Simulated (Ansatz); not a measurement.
Clean, relaxed (001) surface of Co, space group P6_3/mmc (No. 194) (top face towards +c; atoms held fixed, by place in the list: 1, 2, 3, 4):

```
Co
1.0
     4.93799    0.00000    0.00000
    -2.46900    4.27642    0.00000
     0.00000    0.00000   20.99316
Co
12
Direct
  0.16667 0.33333 0.40489
  0.16667 0.83333 0.40489
  0.66667 0.33333 0.40489
  0.66667 0.83333 0.40489
  0.33333 0.16667 0.49946
  0.33333 0.66667 0.49946
  0.83333 0.16667 0.49946
  0.83333 0.66667 0.49946
  0.16667 0.33333 0.59402
  0.16667 0.83333 0.59402
  0.66667 0.33333 0.59402
  0.66667 0.83333 0.59402
```

Method: Ansatz, DFT PBE+D3(BJ), scalar-relativistic, plane waves, PAW. Settings: cutoff 420 eV, Γ-centred mesh 6×6×1 on the computed 12-atom cell, Gaussian smearing of 0.10 eV; collinear spin from starting moments 1.83 1.83 1.83 1.83 1.83 1.83 1.83 1.83 1.83 1.83 1.83 1.83 μB. The cell repeats along c with a dipole correction in the vacuum.

The adsorption energy is E(slab + adsorbate) − E(slab) − E(free adsorbate, spin-polarised where open-shell). With the adsorbate the cell is lengthened along c to keep the vacuum.

Problem. N2 is put on the top face (one adsorbate per 21.1 Å²) at each of these sites and relaxed. Order them from strongest to weakest binding.
A. top (Co) at (0.67, 0.83)
B. hollow (Co-Co-Co) at (0.00, 0.00)

Solution. A (-0.63 eV), B (-0.12 eV).

Each end is the local minimum or symmetric point that its start leads to. The slab is only 4.0 Å thick, so the energies aren't converged with thickness.

Semilocal functionals without U can misjudge the magnetic state of such a slab.

Cost: 3 runs of about 22 core-minutes in all, on Intel Xeon Platinum 8488C (Sapphire Rapids) (shared hosts).